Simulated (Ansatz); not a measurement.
The elements of this relaxed trial crystal are hidden behind letters.

```
lattice vectors (Å)
   2.7678    0.0000    0.0000
   0.0000    2.6143    4.0831
   0.0000   -2.6143    4.0831
fractional positions
X 0.5000 0.6939 0.6939
Z 0.0000 0.0548 0.0548
Q 0.0000 0.9052 0.4009
Q 0.0000 0.4009 0.9052
Q 0.5000 0.9446 0.9446
```

These are results of Ansatz 0.2.0, DFT PBE, scalar-relativistic, plane waves, PAW, not measurements. Cutoff 420 eV, Γ-centred 8×6×6 mesh (5-atom cell), Gaussian smearing of 0.02 eV, no spin polarisation.

- Space group: Amm2 (No. 38)
- Conventional cell: a = 2.768 Å, b = 5.229 Å, c = 8.166 Å
- Volume per atom: 11.82 Å³
- Density: 2.05 g/cm³
- Energy over the elements: −3.130 eV/atom
- Gap on the 8×6×6 mesh of the 5-atom cell: 7.53 eV

Energies are uncorrected and count from the elements' standard states at the same level.

Question: X is an s-block element of period 2, Z is an s-block element of period 2 and Q is a p-block element of period 2. Which elements are they?

Answer: X = Li, Z = Be, Q = F, so the formula is LiBeF3. Density times volume gives a mean mass of 2.05 × 11.82/1.6605 = 14.6 u per atom, and this set has 14.6 u. Li has 5 F at 1.94–2.05 Å; around Be lie 2 F at 1.52 Å and 2 F at 1.65 Å; F on a site of symmetry m has 1 Be at 1.52 Å and 2 Li at 1.94 Å; 1 more site not described. Swapping Li and Be leaves the mass as it is, so only the distances can place them.

Kohn–Sham gaps at this level usually fall short of measured ones. This cell was reached by moving the atoms of another relaxed cell at random and relaxing again, last within the group found; it had no such test of its own.
